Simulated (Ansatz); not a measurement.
Sr (fcc (Cu type)), relaxed with PBE (Ansatz, an electronic-structure program, plane waves, PAW): a = b = c = 6.027 Å, α = β = γ = 90.00°.

| Item | Value |
|---|---|
| K_Hill (GPa) | 12.0 |
| G_Hill (GPa) | 6.2 |
| Θ_D (K) | 133 |

Problem. The same phase is relaxed and computed with r²SCAN in the same code. What are the cell and these values now?

Solution. a = b = c = 6.0992 Å, α = β = γ = 90.00°.

K_Hill (GPa): 12.1
G_Hill (GPa): 6.0
Θ_D (K): 132

All cells were relaxed under the symmetry of their starts (and spin orders); stability against distortions was not tested throughout. Spin–orbit coupling is left out wherever it is not named.

Potentials: the later of the program's two PAW sets.

Ansatz is a plane-wave DFT program.
